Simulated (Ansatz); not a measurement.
B interstitial in GdB2Ru3, calculated

Computed with the plane-wave PAW code Ansatz (scalar-relativistic, PAW set soft_2): PBEsol, collinear spin, 420 eV cutoff, k-mesh 4×4×4 shifted by half a step.

The relaxed host crystal (no gap at this level of theory):

```
Gd B Ru
1.0
     5.46572    0.00000    0.00000
    -2.73286    4.73345    0.00000
     0.00000    0.00000    2.99347
Gd B Ru
1 2 3
Cartesian
  0.0000 0.0000 0.0000
  0.0000 3.1556 0.0000
  2.7329 1.5778 0.0000
  2.7329 0.0000 1.4967
  1.3664 2.3667 1.4967
  -1.3664 2.3667 1.4967
```

Supercell of 18 atoms, rows of the matrix [[1,1,-1],[0,-1,-1],[-1,0,-1]] times the cell vectors; B interstitial at (0.125, 0.250, 0.500) in fractions of the cell above. Atoms are relaxed at the host's cell, from a start shaken by 0.05 Å near the defect.

Nearest atoms to the added B: relaxed Ru 1.92 Å, B 1.93 Å, B 1.93 Å, Ru 2.07 Å, Gd 2.37 Å, Ru 2.42 Å, Ru 2.42 Å, Ru 2.96 Å.

The largest move of an atom from its ideal place is 1.5 Å, so the cell rearranged and didn't merely relax.

| charge | moment of the cell (μB) | gap of the cell on the mesh (eV) |
| --- | --- | --- |
| 0 | 20.66 | 0.00 |

At charge 0 the unpaired electrons sit on atoms with moments (μB): 3 Gd of 6.78 to 6.93.

Formation energy of the neutral defect: 0.92 eV, taking atoms from and to the elements' standard states (no corrections for gases), so it belongs to those chemical potentials alone.

Caveats: Gd without a U keeps its half-filled shell, but its 4f levels lie too near the Fermi level; open f or d shells may hold a state above the lowest; small supercell, so energies and levels can be off by tenths of an eV; one random start near the defect, so other minima are possible.
